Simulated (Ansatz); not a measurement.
**A plane-wave run on As₂I₃**

The input, for Ansatz 0.2.0 (plane waves, PAW):

```yaml
crystal:
  lattice:
    - [0.0, 4.299899, 0.0]
    - [7.695488, -2.149949, 0.0]
    - [0.92362, 0.0, -10.557003]
  atoms:
    - { symbol: I, position: [0.375, 0.75, 0.966] }
    - { symbol: I, position: [0.625, 0.25, 0.034] }
    - { symbol: I, position: [0.78, 0.56, 0.663] }
    - { symbol: I, position: [0.22, 0.44, 0.337] }
    - { symbol: As, position: [0.615, 0.23, 0.555] }
    - { symbol: As, position: [0.385, 0.77, 0.445] }
    - { symbol: I, position: [0.032, 0.064, 0.718] }
    - { symbol: I, position: [0.968, 0.936, 0.282] }
    - { symbol: As, position: [0.205, 0.41, 0.855] }
    - { symbol: As, position: [0.795, 0.59, 0.145] }
  symmetry: { tolerance: 0.0003 }
kpoints:
  mp_grid: { grid: [3, 3, 1], shift: [0, 0, 0] }
magnetization:
  spin_polarized: false
scf:
  occupations: { method: gaussian, width: 0.0135 }
hamiltonian:
  pseudopotentials: { kind: paw }
  xc: hse06
basis:
  ecutwfc: 420
  fft_grid_basis: typed
output:
  forces: true
  stress: true
  eigenvalues: true
  populations: true
  elf: true
  write_potential: true
  volumetric_format: npy
  dos:
    e_range: [-12, 8]
    de: 0.05
    projected: { site_lists: { As: [As], I: [I] } }
    method: { smearing: { sigma: 0.1, scheme: gaussian } }
```

Excerpt of what it printed:

```
SCF iter   1: F=—  Δρ=3.11e-3  dr2=4.60e-2  reapply=3
SCF iter   2: F=—  Δρ=1.76e-3  dr2=1.63e-2
SCF iter   3: F=—  Δρ=4.54e-4  dr2=2.43e-3  defer=2
SCF iter   4: F=—  Δρ=2.80e-4  dr2=5.59e-4  defer=2
SCF iter   5: F=—  Δρ=1.20e-4  dr2=3.48e-4  defer=1
SCF iter   6: F=—  Δρ=5.94e-5  dr2=3.27e-5  defer=1
SCF iter   7: F=—  Δρ=3.68e-5  dr2=2.31e-5  defer=1
SCF iter   8: F=—  Δρ=1.53e-5  dr2=5.25e-6  defer=1
SCF iter   9: F=—  Δρ=8.64e-6  dr2=1.55e-6  defer=1
SCF iter  10: F=—  Δρ=3.87e-6  dr2=1.42e-7  defer=1
…
SCF iter   7: F=—  Δρ=3.27e-6  dr2=5.92e-7
SCF iter   8: F=—  Δρ=8.52e-7  dr2=3.73e-7
SCF iter   9: F=—  Δρ=6.98e-6  dr2=2.75e-7 (applied; sched 1.04e-12)  defer=1
SCF iter  10: F=—  Δρ=9.78e-7  dr2=3.92e-8 (applied; sched 1.04e-12)
SCF iter  11: F=—  Δρ=2.45e-6  dr2=3.09e-8 (applied; sched 1.04e-12)  defer=1
SCF iter  12: F=—  Δρ=1.41e-6  dr2=1.98e-8 (applied; sched 1.04e-12)  defer=1
SCF iter  13: F=—  Δρ=3.06e-6  dr2=3.44e-7 (applied; sched 1.04e-12)  defer=1  recentre
SCF iter  14: F=—  Δρ=3.83e-7  dr2=2.48e-9 (applied; sched 1.04e-12)
SCF iter  15: F=-64527.8468 eV  Δρ=1.11e-7  dr2=6.58e-11 (applied; sched 1.04e-12)  defer=5
hybrid outer 3: dexx = +6.627e-6 eV, tail = 5.75e-8 eV, Δε = 5.60e-3 eV (about 1.66e-4 eV left of the loop's levels), ΔF = 5.01e-3 eV/Å (tail 8.55e-4)
Free energy (F): -64527.8468 eV
Frozen-core exchange: fock
Harris-Foulkes:  -64527.8468 eV  (|F-HF|=2.91e-11)
Internal energy: -64527.8468 eV  (E = F + TS)
E sigma→0 (E₀):  -64527.8468 eV
Entropy (-TS):    0.0000 eV (-0.000 meV/atom)
Fermi energy:    7.2553 eV
--- Per-component energies (eV) ---
  E_band       = -3840.5644
  E_kinetic    = 1520.0869
  E_local      = -19846.2077  (includes V_loc(G=0)·N_el)
  E_nonlocal   = -3244.9444
  E_hartree    = 10367.7858
  E_xc         = -869.2628
  E_vxc        = -864.1675  (∫ρ·V_xc dr)
  E_exx        = -540.0969  (= α·E_x^exact, valence–valence)
  E_paw        = -35909.4713  (= ΣΔE_a)
  E_vpaw       = -1060.7104  (= ΣTr[D̂ρ^β])
  E_aug_tail   =  0.0000  (compensation charges beyond the density's cutoff)
  E_ewald      = -16000.5503
  E_core_change = -5.1861  (= ΣΔE_core)
  E_smearing   =  0.0000  (= −TS)
--- Stress (GPa, compression-positive) ---
       -2.5600       0.0000      -0.8838
        0.0000      -2.1156       0.0000
       -0.8838       0.0000      -2.1931
  P = ⅓ Tr σ = -2.2895 GPa (-22.895 kbar)
--- Löwdin populations: 10 sites ---
  site symbol       q [e]
     0      I     16.9831
     1      I     16.9831
     2      I     16.8649
     3      I     16.8649
     4     As     15.0772
     5     As     15.0772
     6      I     16.9310
     7      I     16.9310
     8     As     14.9404
     9     As     14.9404
  spilling = 0.0025 (of n_electrons = 162.0000)
```

Origin: a known structure type with other elements, at an estimated volume, so it need not be a known compound. Caveats: the exchange threshold is loose for a stress; the SCF threshold is loose for a stress; many states at the Fermi level without spin polarisation, so a magnetic state may lie lower; hybrid functional on a coarse k mesh.
